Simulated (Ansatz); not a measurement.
A generator proposed this cell of Co4Ge.

Space group F-43m (No. 216). a = 6.610 Å, b = 6.610 Å, c = 6.610 Å, α = 90.00°, β = 90.00°, γ = 90.00°
```json
{"atom": "Co", "site": "16e", "symmetry": ".3m", "x": "0.1136", "y": "0.3864", "z": "0.1136"}
{"atom": "Ge", "site": "4a", "symmetry": "-43m", "x": "0.0000", "y": "0.0000", "z": "0.0000"}
```

Level of theory: DFT PBE, scalar-relativistic, plane waves, PAW (Ansatz 0.2.0). Settings: cutoff 420 eV, Γ-centred mesh 4×4×4 on the computed 5-atom cell, Gaussian smearing of 0.10 eV; collinear spin from starting moments 3.0 3.0 3.0 3.0 0.0 μB.

Energies over the elements count from the elements' standard structures at the same level, with no fitted energy shifts.

Question: Estimate its pressure, forces and energy as it stands.

Answer: The pressure is 7.5 GPa (it wants to expand), the largest force is 5.54 eV/Å, and the energy is +0.76 eV/atom against the elements. The shortest distance is 2.12 Å.

Question: How much does it gain on relaxing, and where does it end?

Answer: Relaxing gains about 0.27 eV/atom (the start's value is from the coarse mesh, so the gain is rough) in 11 ionic steps and ends at +0.48 eV/atom on the finer mesh. The symmetry stays F-43m (No. 216). The volume per atom stays near 14.4 Å³. The shortest distance goes from 2.12 Å (Co–Co) to 2.34 Å (Co–Co). Conventional cell: a = 6.611 Å. Around Co lie 6 Co at 2.34 Å and 3 Ge at 2.74 Å; Ge has 12 Co at 2.74 Å.

The last run used collinear spin, a 10×10×10 mesh for its 5-atom cell and Gaussian smearing of 0.10 eV. The magnetic state reached may not be the lowest. The relaxation can't lower the symmetry of the start. A structure relaxed within its symmetry needn't be a true minimum.
